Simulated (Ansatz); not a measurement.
**Br (solid)**

The computed numbers are results of PBE, scalar-relativistic (no spin polarisation) in the plane-wave PAW code Ansatz at 420 eV, Γ-centred 12×12×6 mesh, 0.05 eV Gaussian smearing. The datasets are Ansatz's generated set soft_2.

Space group Cmce (No. 64). a = 8.596 Å, b = 4.270 Å, c = 8.713 Å, α = 90.00°, β = 90.00°, γ = 90.00°
```
atom  site  symmetry       x       y       z
  Br    8f       m..  0.5000  0.1417  0.6184
```

The database's entry of this formula in the relaxed cell's space group, Cmce, has axes of 4.493 × 6.598 × 8.701 Å and 32.25 Å³/atom (1984), the relaxed one 4.270 × 8.596 × 8.713 Å and 39.97.

The cell is relaxed to zero pressure at this level.

The run used a cell of 4 atoms; the mesh refers to it.

| Item | Value |
| --- | --- |
| Volume | 39.97 Å³/atom |

Question: What does PBE give for the band gap?

Answer: 1.36 eV.

Within 0.6 eV of the edges the projected states are 99 % Br 4p at the top of the valence band and 96 % Br 4p at the bottom of the conduction band. 

The structure is built of weakly bound molecules, and this functional has no dispersion term, so their spacing and all that hangs on it (volume, the soft elastic constants, low modes, dielectric constants) are poorly given.
